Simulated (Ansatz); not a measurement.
Pd (fcc, Cu type)

```
Pd
1.0
    0.00000     1.97130     1.97130
    1.97130     0.00000     1.97130
    1.97130     1.97130     0.00000
Pd
1
Direct
  0.00000   0.00000   0.00000
```

The slice is a {110} plane (indices of the conventional cell) through the point (0.000, 0.000, 0.000) (fractional), spanned by u = [100] and v = [1 -1 -1] in vectors of this cell: u (2.79 Å) and v (3.94 Å, at 90° to u). It covers one period; positions are fractions (u, v).

Method: PBE (plane waves to 420 eV, PAW, scalar-relativistic; Ansatz, a quantum-chemistry and plane-wave program). k mesh 20×20×20. These are valence fields of a PAW run, semicore shells included where kept as valence: close to a nucleus they are smooth pseudo fields. Pd is run without spin polarisation. Pd was relaxed with its symmetry unable to fall. The PAW data are Ansatz's earlier set.

Three fields on this plane, each scaled to ten steps between its own extremes (0 low, 9 high; the total valence density on a logarithmic scale, the potential cut 8 eV below its top; x marks points blanked near nuclei; v = 0 in the bottom row):

Map A
```
|xxxxx96469xxxx|
|xxxxx85458xxxx|
|xxxxx64346xxxx|
|xxxx7433347xxx|
|x9865332335689|
|55443333333445|
|22223333333222|
|11122344432211|
|00113444443110|
|00013445443100|
|00113444443110|
|11122344432211|
|22223333333222|
|55443333333445|
|x9865332335689|
|xxxx7433347xxx|
|xxxxx64346xxxx|
|xxxxx85458xxxx|
|xxxxx96469xxxx|
|xxxxxx656xxxxx|
```

Map B
```
|xxxxx82328xxxx|
|xxxxx52325xxxx|
|xxxxx32323xxxx|
|xxxx3234323xxx|
|x9632344432369|
|32223344433222|
|11122333332211|
|00112333332110|
|00012233322100|
|00012233322100|
|00012233322100|
|00112333332110|
|11122333332211|
|32223344433222|
|x9632344432369|
|xxxx3234323xxx|
|xxxxx32323xxxx|
|xxxxx52325xxxx|
|xxxxx82328xxxx|
|xxxxxx333xxxxx|
```

Map C
```
|xxxxx04540xxxx|
|xxxxx05650xxxx|
|xxxxx36763xxxx|
|xxxx2577752xxx|
|x0035778775300|
|44567777777654|
|77777777777777|
|99887766677889|
|99987665667899|
|99987655567899|
|99987665667899|
|99887766677889|
|77777777777777|
|44567777777654|
|x0035778775300|
|xxxx2577752xxx|
|xxxxx36763xxxx|
|xxxxx05650xxxx|
|xxxxx04540xxxx|
|xxxxxx353xxxxx|
```

### Question
Assign the maps to these fields: electron localisation function (ELF); valence electron density; electrostatic potential energy of an electron, from the cell's mean.

### Answer
A is the valence electron density; B is the electron localisation function (ELF); C is the electrostatic potential energy of an electron, from the cell's mean.
